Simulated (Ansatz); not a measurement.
Crystals of one structure type (wurtzite) and one family of elements, relaxed and computed with r²SCAN (plane waves, PAW; program Ansatz); HSE06 gaps on those cells.

```
crystal  gap (eV)  HSE06 gap (eV)
-------  --------  --------------
InAs         0.14            0.40
GaSb         0.41            0.71
GaAs         0.97            1.36
BP           1.19               ?
GaP          1.74            2.18
GaN          2.35            3.20
AlN          4.88            5.60
```

Question: Fit a straight line to E_g(HSE06) against E_g and predict the withheld value.

Answer: Least squares on the 6 shown rows: E_g(HSE06) = 1.108 × E_g + (0.305), with a scatter of 0.13. For BP this gives 1.62. The run itself gave 1.70, within the scatter.

Not the usual ambient phase: InAs, wurtzite; GaSb, wurtzite; GaAs, wurtzite; BP, wurtzite; GaP, wurtzite. All cells were relaxed under the symmetry of their starts (and spin orders); stability against distortions was not tested throughout. Scalar-relativistic: spin–orbit coupling is off unless named, which matters more the heavier the elements.

Potentials: the later of the program's two PAW sets.
